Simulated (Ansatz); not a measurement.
Zn3P4W in space group Pmn2_1 (No. 31; Pearson symbol oP16), plane-wave PAW PBE (Ansatz code). The conduction-band minimum lies on the Γ–Z line, 95 % of the way from Γ, with 2 equivalent valleys. Second derivatives d²E/dk² of the lowest band at one valley (eV·Å²), along Cartesian directions:

```csv
direction,d²E/dk²
[100],2.227
[010],10.69
[001],34.25
[110],6.456
[101],18.24
[011],22.49
```

Q: Find the principal effective masses, the density-of-states mass and the conductivity mass.

A: Off-diagonal terms follow from H_xy = H[110] − (H_xx + H_yy)/2, and m*/mₑ = 7.620 eV·Å² over each eigenvalue: 0.22, 0.71, 3.4. One valley's DOS mass (m₁m₂m₃)^(1/3) = 0.82, conductivity mass 3/(Σ 1/mᵢ) = 0.48 mₑ.

Q: What effective density of states Nc follows at 300 K for parabolic valleys?

A: Nc = 2.509e19 × 2 × (0.82)^(3/2) ≈ 3.7e19 cm⁻³.

The start of the workflow was typed in or built on a structure type; neither database checked (COD, Materials Project) lists it. Its standing as an ambient phase is unchecked. The PBE relaxation kept the symmetry of its start; its stability against distortions is not shown here. The run is not spin-polarised. Scalar-relativistic: spin–orbit coupling is off unless named, which matters more the heavier the elements.

Potentials: the later of the program's two PAW sets.

Edges and masses are those of Kohn–Sham bands, whose gap is no quasiparticle gap.
